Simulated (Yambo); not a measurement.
Material: CaHI (space group P4/nmm, No. 129); a = b = 3.980 Å, c = 8.591 Å, α = β = γ = 90.00° (6 atoms in the cell). Cell and atoms were relaxed with PBE+D3(BJ) from Materials Project entry mp-24204, within its symmetry.

With PBEsol (pw.x of Quantum ESPRESSO, ONCV potentials, with spin-orbit coupling), the gap between the mesh's edge points (Γ → M) is 3.131 eV.

Question: By how much does one-shot G0W0 (Yambo; 4×4×1 Γ-centred k mesh, 310 bands and a 6 Ry block in the screening, 310 bands in G with the Bruneval-Gonze terminator, plasmon pole fitted at 27.2 eV) open this gap, and what gap results?

Answer: The correction is 1.575 eV, giving 4.706 eV, 1.5 times the PBEsol value. The mesh misses a band edge: along a dense path the PBEsol gap is 2.73 eV against 3.13 eV on the mesh. Nearest settings tried, and what they do to the gap: 200 bands in G: +3 meV; 200 bands in W, 200 bands in G: +14 meV; 5 Ry block (183 vectors against 229): -43 meV; 2×2×1 mesh: -68 meV. So the settings aren't converged at that level. The k mesh is coarse.
